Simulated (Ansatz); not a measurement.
This is a relaxation of cell and atoms with Ansatz on Ga4SbP3, ordered on the wurtzite lattice (P3m1) with 8 atoms a cell; the level of theory is r2SCAN. The starting cell comes from a relaxation with PBE.

Input (YAML):
```yaml
crystal:
  lattice:
    - [4.0033231023, 0.0, 0.0]
    - [-2.0016615512, 3.4669795061, 0.0]
    - [0.0, 0.0, 13.245472297]
  atoms:
    - { symbol: P, position: [0.6666666667, 0.3333333333, -0.0111968517] }
    - { symbol: P, position: [0.6666666667, 0.3333333333, 0.5109606463] }
    - { symbol: P, position: [0.3333333333, 0.6666666667, 0.7498095411] }
    - { symbol: Sb, position: [0.3333333333, 0.6666666667, 0.247734298] }
    - { symbol: Ga, position: [0.6666666667, 0.3333333333, 0.807125908] }
    - { symbol: Ga, position: [0.6666666667, 0.3333333333, 0.3314774117] }
    - { symbol: Ga, position: [0.3333333333, 0.6666666667, 0.568453143] }
    - { symbol: Ga, position: [0.3333333333, 0.6666666667, 0.0456359037] }
kpoints:
  mp_grid: { grid: [6, 6, 2] }
hamiltonian:
  xc: r2scan
scf:
  occupations: { method: fermi_dirac, width: 0.02 }
relax:
  f_tol: 0.005
  cell: {}
```

Command: `ansatz run input.yaml --threads 4 --pin off --max-ram 6451MiB --backend cpu --events-out ev --progress --plain --runs-dir out`. It took 46 s on 4 threads of Arm Neoverse V2, on a shared host, load about 0.5 per core; peak host memory 0.91 GiB.

The log, with set-up remarks and timings taken out:
```
Functional definition: r2SCAN
Crystal: 8 atoms, lattice volume = 183.840 Å³
Basis set: ecut = 500 eV, 4675 PW (Γ)
Bands: 50, of which v1, the nominal top of the filled ones, is band 41 counted from 1 (40 counted from 0)
Symmetry: 6 space group operations
Space group: P3m1 (ITA 156)
k-points: 14 of 72 (time reversal used)
preconditioner: auto → Resta (q_TF=auto, 2.385 Å⁻¹)  ε∞=3.6  [σ=0.020 eV  ℏωp=23.2 eV]
relax step 1: F+E_penalty+E_count = -23940.60332894 eV  max|allowed force component| = 8.029e-2 eV/Å  Δτ_max = 0.0000 Å  P = -2.236 GPa  Ω = 183.840 Å³
relax step 2: F+E_penalty+E_count = -23940.64191336 eV  max|allowed force component| = 1.485e-1 eV/Å  Δτ_max = 0.0245 Å  P = -0.015 GPa  Ω = 178.182 Å³
relax step 3: F+E_penalty+E_count = -23940.64570109 eV  max|allowed force component| = 5.048e-2 eV/Å  Δτ_max = 0.0257 Å  P = +0.054 GPa  Ω = 177.966 Å³
relax step 4: F+E_penalty+E_count = -23940.64614436 eV  max|allowed force component| = 1.689e-2 eV/Å  Δτ_max = 0.0047 Å  P = -0.011 GPa  Ω = 178.132 Å³
relax step 5: F+E_penalty+E_count = -23940.64619724 eV  max|allowed force component| = 5.913e-3 eV/Å  Δτ_max = 0.0022 Å  P = -0.003 GPa  Ω = 178.107 Å³
relax step 6: F+E_penalty+E_count = -23940.64620231 eV  max|allowed force component| = 5.664e-3 eV/Å  Δτ_max = 0.0010 Å  P = +0.002 GPa  Ω = 178.098 Å³
relax step 7: F+E_penalty+E_count = -23940.64620388 eV  max|allowed force component| = 2.203e-4 eV/Å  Δτ_max = 0.0004 Å  P = -0.000 GPa  Ω = 178.101 Å³
relax step 8: F+E_penalty+E_count = -23940.64494846 eV  max|allowed force component| = 2.484e-4 eV/Å  Δτ_max = 0.0000 Å  P = -0.006 GPa  Ω = 178.101 Å³  (SCF on a basis re-selected at this cell)
Free energy (F): -23940.644948 eV
Internal energy: -23940.643017 eV  (E = F + TS)
E sigma→0 (E₀):  -23940.643983 eV
Entropy (-TS):   -0.001932 eV (-0.241 meV/atom)
Fermi energy:    8.180312 eV
--- Per-component energies (eV) ---
  E_band       = -475.957415
  E_kinetic    = 877.173762
  E_local      = -10924.329025
  E_nonlocal   = 2171.979868
  E_hartree    = 5070.212793
  E_xc         = -551.587334
  E_vxc        = -535.258053
  E_paw        = -14346.887167
  E_vpaw       = -2234.008175
  E_vtau       = 28.059148
  E_ewald      = -6234.826963
  E_core_change = -2.378769
  E_smearing   = -0.001932
--- Stress (GPa, compression-positive) ---
       -0.005385       0.000000       0.000000
        0.000000      -0.005385       0.000000
        0.000000       0.000000      -0.005869
  P = ⅓ Tr σ = -0.0055 GPa (-0.055 kbar)
--- Relaxed structure (7 steps of the walk, 7 accepted, 1 SCFs on fresh bases) ---
  F+E_penalty+E_count = -23940.64494846 eV   max|allowed force component| = 2.484e-4 eV/Å
  cell:  # Å, volume = 178.1009 Å³
    - [3.963442, 0.000000, 0.000000]
    - [-1.981721, 3.432441, 0.000000]
    - [0.000000, 0.000000, 13.091532]
  atoms:
    - { symbol: P, position: [0.666667, 0.333333, -0.010967] }
    - { symbol: P, position: [0.666667, 0.333333, 0.510924] }
    - { symbol: P, position: [0.333333, 0.666667, 0.749952] }
    - { symbol: Sb, position: [0.333333, 0.666667, 0.247627] }
    - { symbol: Ga, position: [0.666667, 0.333333, 0.807130] }
    - { symbol: Ga, position: [0.666667, 0.333333, 0.331449] }
    - { symbol: Ga, position: [0.333333, 0.666667, 0.568411] }
    - { symbol: Ga, position: [0.333333, 0.666667, 0.045473] }
```

The walk took 7 steps, besides SCFs solved again on a fresh basis, and changed the volume by -3.1 %. The last SCF, on a fresh basis, lies 5.2 meV an atom below the first. Final cell: it is trigonal, P3m1 (No. 156); a = 3.963 Å, c = 13.092 Å in the conventional setting, 22.26 Å³ an atom. Around P lie 4 Ga at 2.38–2.40 Å; around P lie 4 Ga at 2.35–2.41 Å; around P lie 4 Ga at 2.38–2.41 Å; around Sb lie 4 Ga at 2.54–2.65 Å; around Ga lie 4 P at 2.38–2.41 Å; around Ga lie 1 P at 2.35 Å and 3 Sb at 2.54 Å; around Ga lie 3 P at 2.40 Å and 1 Sb at 2.65 Å.

All values are calculated for a non-magnetic cell, which may be hypothetical.
